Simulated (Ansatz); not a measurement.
Levels of theory for B3As2N (ordering on zincblende)

All numbers come from the plane-wave code Ansatz. These are computed values for a non-magnetic cell that may be hypothetical; none is a measurement.

Structure: B3As2N, ordered on the zincblende lattice (Imm2) with 6 atoms a cell, at its r2SCAN minimum. The symmetry is Imm2 (No. 44, orthorhombic); a = 3.141 Å, b = 9.373 Å, c = 4.409 Å in the conventional setting, 10.82 Å³ an atom. Around N lie 4 B at 1.57–1.80 Å; around B lie 2 N at 1.80 Å and 2 As at 2.06 Å; around As lie 4 B at 2.03–2.08 Å; around B lie 1 N at 1.57 Å and 3 As at 2.03–2.08 Å.

```xyz
6
Lattice="-1.5706 4.6864 2.2045 1.5706 -4.6864 2.2045 1.5706 4.6864 -2.2045" Properties=species:S:1:pos:R:3 pbc="T T T"
N     0.0000    0.0000   -0.0568
B     1.5706    0.0000    0.8308
As    0.0000    3.1549    0.0029
B     1.5706    3.3904    1.2634
As    0.0000    6.2179    0.0029
B     0.0000    1.2960    3.4678
```

Relaxed lattice by functional, symmetry kept:
```tsv
functional	k mesh	a (Å)	b (Å)	c (Å)	volume (Å³/atom)
PBE	10×10×10	3.150	9.412	4.430	10.95
r2SCAN	10×10×10	3.141	9.373	4.409	10.82
```

On this one geometry the levels give:
```json
{"level": "PBE", "k mesh": "10×10×10", "gap (eV)": "0.19", "kind": "indirect", "edges": "Γ → G₀–X (0.30)", "least direct gap (eV)": "0.68", "rough cost": "60 core-seconds"}
{"level": "PBE+SOC", "k mesh": "10×10×10", "gap (eV)": "0.19", "kind": "indirect", "edges": "Γ → G₀–X (0.28)", "least direct gap (eV)": "0.69", "rough cost": "6 core-minutes"}
{"level": "r2SCAN", "k mesh": "10×10×10", "gap (eV)": "0.35", "kind": "indirect", "edges": "Γ → G₀–X (0.28)", "least direct gap (eV)": "0.92", "rough cost": "110 core-seconds"}
{"level": "HSE06", "k mesh": "6×6×6", "gap (eV)": "0.90", "kind": "indirect", "edges": "Γ → G₀–X (0.28)", "least direct gap (eV)": "1.44", "rough cost": "22 core-minutes"}
{"level": "PBE0", "k mesh": "6×6×6", "gap (eV)": "1.59", "kind": "indirect", "edges": "Γ → G₀–X (0.28)", "least direct gap (eV)": "2.15", "rough cost": "24 core-minutes"}
```
PBE, PBE+SOC: smearing of 0.02 eV; the others have fixed occupations.
Wave cutoffs: 420 eV, 500 eV (r2SCAN).
Points off the special ones are mesh points or PBE's searched band edges, reused at the other levels.
Costs come from shared machines and give only the order; PBE's includes the band path. The runs had 4 threads of Intel(R) Xeon(R) Processor @ 2.50GHz (Skylake/Cascade Lake) (shared host).

With HSE06 the valence top lies at Γ and the conduction bottom at G₀–X (0.28 of the way from G₀), 0.90 eV higher; the smallest vertical gap, at X, is 1.44 eV. Spin-orbit coupling changes the PBE gap by -0.002 eV, to 0.19 eV.

r2SCAN covers 23 % of the step from PBE to HSE06, while HSE06 needs about 11 times r2SCAN's rough cost (on a coarser mesh). For gaps to 0.1 eV, spin-orbit coupling (up to 0.01 eV here) can be left out. Among these functionals the gap stays indirect.

Only the levels marked +SOC include spin-orbit coupling.

Small gaps with spin-orbit coupling can be splittings of inverted bands, not the fundamental gap; semilocal functionals often invert bands that the real crystal keeps in order.
